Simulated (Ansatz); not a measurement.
ScF3 (ReO3 type, space group No. 221) under volume change, the program Ansatz at the LDA level (PAW), scaled uniformly.

```
V (Å³/atom)  E − E(relaxed) (meV/atom)  P (GPa)
-----------  -------------------------  -------
14.267                            49.9    12.37
14.737                            20.9     7.55
15.207                             4.9     3.47
15.678                             0.0    -0.01
16.148                             4.4    -2.96
16.618                            17.0    -5.47
17.089                            36.2    -7.61
```

**Question.** What does a third-order Birch–Murnaghan fit give for V₀, B₀ and B′?

**Answer.** V₀ = 15.68 Å³/atom, B₀ = 107 GPa, B′ = 4.4.

Space group Pm-3m (ReO3 type). The workflow started from a Materials Project entry (that database holds measured and hypothetical structures alike); the Crystallography Open Database files this formula in space group No. 221, but the cells were not matched. Its standing as an ambient phase is unchecked. Symmetry was held in the LDA relaxation; phonons on a q-mesh show weakly imaginary modes. No spin polarisation was allowed.

Potentials: the later of the program's two PAW sets.
